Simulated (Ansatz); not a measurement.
The cell below belongs to a search over invented structures; it isn't taken from experiment.

Input and command of a plane-wave DFT calculation in Ansatz:

```yaml
crystal:
  lattice:
    - [4.3344256733, 0.0, 0.0]
    - [-2.1672128367, 3.7537227439, 0.0]
    - [0.0, 0.0, 4.132928592]
  atoms:
    - { symbol: Cu, position: [0.6666666667, 0.3333333333, 0.0] }
    - { symbol: Cu, position: [0.3333333333, 0.6666666667, 0.0] }
    - { symbol: Ni, position: [0.0, 0.0, 0.0], spin: 0.49 }
    - { symbol: Ni, position: [0.0, 0.3283112051, 0.5], spin: 0.49 }
    - { symbol: Ni, position: [0.6716887949, 0.6716887949, 0.5], spin: 0.49 }
    - { symbol: Ni, position: [0.3283112051, 0.0, 0.5], spin: 0.49 }
basis:
  ecutwfc: 420
kpoints:
  mp_grid: { grid: [12, 12, 10] }
hamiltonian:
  xc: pbe
scf:
  occupations: { method: gaussian, width: 0.1 }
output:
  forces: true
  stress: true
  eigenvalues: true
  populations: true
  write_density: true
  write_potential: true
  elf: true
  volumetric_format: npy
magnetization:
  spin_polarized: true
relax:
  adjacent_minimum: "off"
  f_tol: 0.01
  max_steps: 80
  cell: { stress_tol: 0.05 }
```

```bash
ansatz run input.yaml --threads 4 --pin off --max-ram 8192MiB --backend cpu --events-out ev --progress --plain --runs-dir out
```

Processor: AMD EPYC (Zen 3), 4 threads, on a host shared with other jobs.

Q: How long does it run, and how much memory does it take?

A: About 6.4 min, peak memory 1.1 GiB. It solves 68 bands at 114 k points (after reduction by symmetry) with about 1303 plane waves (on the last cell), in 48 SCF iterations over 4 ionic steps.
